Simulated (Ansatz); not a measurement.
A geometry of SnO away from equilibrium: step 2 of the relaxation of a relaxed SnO cell, doubled along one cell vector, shaken by Gaussian noise of σ = 0.08 Å a coordinate. Computed with r2SCAN (plane waves to 500 eV, PAW, scalar-relativistic; Ansatz, a first-principles code). Γ-centred k-mesh 8×4×4 on the run's cell (coarser than for final values), Fermi–Dirac smearing 0.05 eV.

```xyz
8
Lattice="3.4194 0.0047 -0.0019 -3.4113 5.9183 0.0011 -0.0035 -0.0009 6.4330" Properties=species:S:1:pos:R:3 pbc="T T T"
Sn    -0.0171    -0.0041     0.1635
Sn    -1.8000     3.0118    -0.0280
Sn     0.0617    -0.0615     3.2672
Sn    -1.6765     2.9192     3.0498
O      0.0146     1.9555     1.5460
O     -1.7377     4.8500     1.6603
O      1.5905     0.9569     4.8339
O     -0.0491     3.9036     4.7673
```

Question: What forces act on the atoms (eV/Å)?

Answer: 
```tsv
atom	Fx	Fy	Fz
Sn1	0.01	0.38	-0.69
Sn2	-0.15	-0.15	-1.43
Sn3	0.22	0.08	1.62
Sn4	0.14	-0.19	0.82
O5	0.09	0.03	-0.31
O6	-0.24	-0.06	0.10
O7	-0.21	-0.27	0.17
O8	0.15	0.17	-0.29
```

Question: What is the pressure?

Answer: +0.7 GPa, compression positive.

Question: How far above the relaxed end point is this geometry?

Answer: 0.70 eV/atom; the path ends in P4/nmm (No. 129) (AFLOW prototype AB_tP4_129_a_c (B10, as in PbO)).

No spin polarisation in the result.

Of the parent cell (P6₃/mmc (No. 194)): it is a generated cell of SnO: the first start was made by placing the elements on the sites of a structure type, and the end was not matched to a known phase here, so it may be hypothetical. Known forms of SnO include space group No. 129.

The first start was generated by placing the elements on the sites of a structure type. A measured structure of SnO has the same space group, P4/nmm (No. 129); the sites were not compared with it.
